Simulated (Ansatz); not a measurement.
# Gd2SO2 in the Ce2O2S-type structure

Computed with Ansatz (plane waves, PAW): LDA+U, U_eff = 6.0 eV (Dudarev form) on Gd f, fully localised double counting, collinear spin, scalar-relativistic, 420 eV, PAW set soft_2 (made for PBE), 6×6×3 mesh, Gaussian smearing of 0.05 eV.

```
Gd O S
1.0
     3.87352    0.00000    0.00000
    -1.93676    3.35457    0.00000
     0.00000    0.00000    6.59755
Gd O S
2 2 1
Cartesian
  0.0000 2.2364 1.8473
  1.9368 1.1182 4.7502
  0.0000 2.2364 4.1565
  1.9368 1.1182 2.4411
  0.0000 0.0000 0.0000
```

The cell is an idealised prototype at the compound's measured volume; the real structure may be a distorted variant.

Cell and atoms stay fixed. Atoms count from 1 in the text and from 0 in parts of the program's output.

Two runs on this cell converged from different starts. The ends of their outputs, energies left out (λ are the eigenvalues of a shell's occupation matrix):

Run A:

```
Magnetization: 10.0000 μB (32.0000 up, 22.0000 down)
Absolute magnetization: 10.8756 μB (∫|ρ↑−ρ↓|, with the PAW one-centre terms)
Per-site moments (μB) at R_I (Å): [(4.91564, 0.95252), (4.91564, 0.95252), (-0.03756, 0.95252), (-0.03756, 0.95252), (-0.02476, 1.19653)]
--- Magnetisation constraints (ε_frz = 1.0e-4 eV) ---
  site  kind          target   achieved (μB)  |Δ|max (μB)  g (eV/μB)  λ_eff  esc  ok  flags
  cell  total_moment  +7.0000  +10.0000       3.00e0       +0.00e0    0.000  0    —   released
Fermi energy:    11.251625 eV
--- Forces (eV/Å), atoms counted from 1 ---
  atom   1  Gd     0.00000000     0.00000000     0.39124021
  atom   2  Gd     0.00000000     0.00000000    -0.39124021
  atom   3  O      0.00000000     0.00000000    -0.10309998
  atom   4  O      0.00000000     0.00000000     0.10309998
  atom   5  S      0.00000000     0.00000000     0.00000000
--- Stress (GPa, compression-positive) ---
       -7.015979       0.000000       0.000000
        0.000000      -7.015979       0.000000
        0.000000       0.000000      -5.899507
  P = ⅓ Tr σ = -6.6438 GPa (-66.438 kbar)
--- Löwdin populations: 5 sites ---
  site symbol       q [e]    m [muB]
     0     Gd     17.1846     5.0512
     1     Gd     17.1846     5.0512
     2      O      6.5731    -0.0398
     3      O      6.5731    -0.0398
     4      S      6.3835    -0.0262
--- Occupation matrices: 2 shells (run DFT+U table (all-electron-ortho-atomic); ε = 6.04e-3) ---
  Gd0 f_4F up     Tr n = 6.0292  λ = 0.033 0.998 0.999 0.999 1.000 1.000 1.000
  Gd0 f_4F dn     Tr n = 1.0402  λ = 0.006 0.006 0.006 0.008 0.008 0.010 0.997
  Gd1 f_4F up     Tr n = 6.0292  λ = 0.033 0.998 0.999 0.999 1.000 1.000 1.000
  Gd1 f_4F dn     Tr n = 1.0402  λ = 0.006 0.006 0.006 0.008 0.008 0.010 0.997
```

Run B:

```
Magnetization: 0.0000 μB (27.0000 up, 27.0000 down)
Absolute magnetization: 14.1944 μB (∫|ρ↑−ρ↓|, with the PAW one-centre terms)
Per-site moments (μB) at R_I (Å): [(6.85548, 0.95252), (-6.85548, 0.95252), (0.01750, 0.95252), (-0.01750, 0.95252), (0.00000, 1.19653)]
Fermi energy:    11.967594 eV
--- Forces (eV/Å), atoms counted from 1 ---
  atom   1  Gd     0.00000000     0.00000000     0.36019730
  atom   2  Gd     0.00000000     0.00000000    -0.36019717
  atom   3  O      0.00000000     0.00000000    -0.02479060
  atom   4  O      0.00000000     0.00000000     0.02479058
  atom   5  S      0.00000000     0.00000000    -0.00000010
--- Stress (GPa, compression-positive) ---
       -6.788748       0.000000       0.000000
        0.000000      -6.788748       0.000000
        0.000000       0.000000      -5.116275
  P = ⅓ Tr σ = -6.2313 GPa (-62.313 kbar)
--- Löwdin populations: 5 sites ---
  site symbol       q [e]    m [muB]
     0     Gd     17.1683     7.0462
     1     Gd     17.1683    -7.0462
     2      O      6.5839     0.0159
     3      O      6.5839    -0.0159
     4      S      6.3911     0.0000
--- Occupation matrices: 2 shells (run DFT+U table (all-electron-ortho-atomic); ε = 4.83e-4) ---
  Gd0 f_4F up     Tr n = 6.9950  λ = 0.998 0.999 0.999 0.999 1.000 1.000 1.000
  Gd0 f_4F dn     Tr n = 0.0471  λ = 0.005 0.005 0.005 0.005 0.007 0.007 0.013
  Gd1 f_4F up     Tr n = 0.0471  λ = 0.005 0.005 0.005 0.005 0.007 0.007 0.013
  Gd1 f_4F dn     Tr n = 6.9950  λ = 0.998 0.999 0.999 0.999 1.000 1.000 1.000
```

Question: Which run lies higher in energy, by how much, and why?

Answer: Run A, by 1334.9 meV/atom. Run A has a gap of 1.29 eV and a whole-number cell moment of 10 μB, as a collinear insulator must have; run B has a gap of 2.88 eV. Run A kept 12 symmetry operations, run B 6. On Gd1, N↑ − N↓ is 4.99 in size in run A against 6.95 in run B: with fewer parallel spins, run A lacks part of the exchange energy behind Hund's first rule. They differ in magnetic order (signs of the magnetic ions' moments, up to an overall flip, +− in run B, ++ in run A) and in their orbitals (elements of the occupation matrices differ by up to 0.99). A third run (ferromagnetic start, free, symmetry kept, no search) has the order of run A and the orbitals of run B (matrices equal within 0.01); it lies 1.1 meV/atom higher than run B, and run A lies 1333.8 meV/atom higher than it. So of the 1334.9 meV/atom the spin state and orbitals give 1333.8 and the order of the moments 1.1: the difference is almost all the shell's spin state. With J = 0 the Hubbard energy is (U/2) Σ λ(1 − λ), a penalty on fractional natural occupations. The sums Σ λ(1 − λ) over the cell's shells are 0.10 for run B and 0.16 for run A, which at U/2 = 3.00 eV give 0.31 and 0.49 eV per cell. Of the difference of 6.67 eV per cell, the Hubbard term gives 0.18 eV and all other terms 6.49 eV, so the Hubbard term itself makes little of it, though U shapes both states. The other terms are taken on each state's own density, so they aren't the result of a run without U.

In the lower state the fixed cell carries a pressure of -6.2 GPa and forces up to 0.36 eV/Å; relaxing would change energies and could change the order of close states.

Run A started from: total moment held at first, then free, 7.00 μB per cell, moments Gd1 3.50; Gd2 3.50 μB. Run B started from: antiferromagnetic start, free, moments Gd1 7.00; Gd2 -7.00 μB, occupations held for 8 iterations. At this level the cell was started in 17 ways, of which 2 didn't converge. Run B holds the lowest state found for this cell, which doesn't make it the ground state. Spin–orbit coupling is left out. The value of U was drawn from a range and not derived for this compound; another value can change gaps, moments and the order of states. Gaps are Kohn–Sham gaps over the k-mesh alone and may be smaller between its points.
